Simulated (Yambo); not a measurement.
**Rb2NaRhF6: sweep of GW parameters**

G0W0@LDA for Rb2NaRhF6 (space group Fm-3m, No. 225) in Yambo. Reference settings: 2×2×2 Γ-centred k mesh, bands 6 to 314 and a 8 Ry block in the screening, 314 bands in G with the Bruneval-Gonze terminator, plasmon pole fitted at 27.2 eV. The LDA gap X → X on this mesh is 1.61 eV; G0W0 gaps are taken between the same points.

```csv
change from the reference,G0W0 gap X → X (eV),shift of the valence edge (eV)
reference settings,5.27,-1.51
"122 bands in W, 122 bands in G",5.36,-1.37
204 bands in G,5.26,-1.51
pole fitted at 10 eV,5.08,-1.34
"122 bands in G, no terminator",5.35,-0.85
```

The reference isn't shown to be the converged limit.

Spin-orbit splittings are left out.

Geometry of the Materials Project entry, not relaxed at this level; primitive cell a = b = c = 6.127 Å, α = β = γ = 60.00°.

A shift is the quasiparticle energy of the state minus its LDA energy.
